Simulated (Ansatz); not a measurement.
Si$_{2}$Mo in space group Fddd (No. 70; Si on 16f, Mo on 8a) at seven volumes, PBE (plane waves, PAW; program Ansatz), shape and atoms relaxed at each. One row is withheld.

```json
[
 {"V (Å³/atom)": "12.331", "P (GPa)": "23.40"},
 {"V (Å³/atom)": "12.738", "P (GPa)": "14.24"},
 {"V (Å³/atom)": "13.144", "P (GPa)": "6.50"},
 {"V (Å³/atom)": "13.551", "P (GPa)": "0.00"},
 {"V (Å³/atom)": "13.957", "P (GPa)": "-5.34"},
 {"V (Å³/atom)": "14.364", "P (GPa)": "?"},
 {"V (Å³/atom)": "14.771", "P (GPa)": "-12.27"}
]
```

**Question.** Fit the shown pressures and predict the withheld one.

**Answer.** P = (3/2)B₀(x^(7/2) − x^(5/2))[1 + (3/4)(B′ − 4)(x − 1)] with x = (V₀/V)^(2/3). Least squares on the six rows gives V₀ = 13.555 Å³/atom, B₀ = 187 GPa, B′ = 6.02. At V = 14.364, x = 0.9621 and P = -9.10 GPa. The run itself gave -9.53 GPa.

A made-up cell: these elements were put on the sites of a structure type; neither database checked (COD, Materials Project) lists it. It is not the phase usual at ambient conditions (space group No. 139). The cell was relaxed with PBE under the symmetry of its start; its stability against distortions is not shown here. The run is not spin-polarised.

Potentials: the later of the program's two PAW sets.
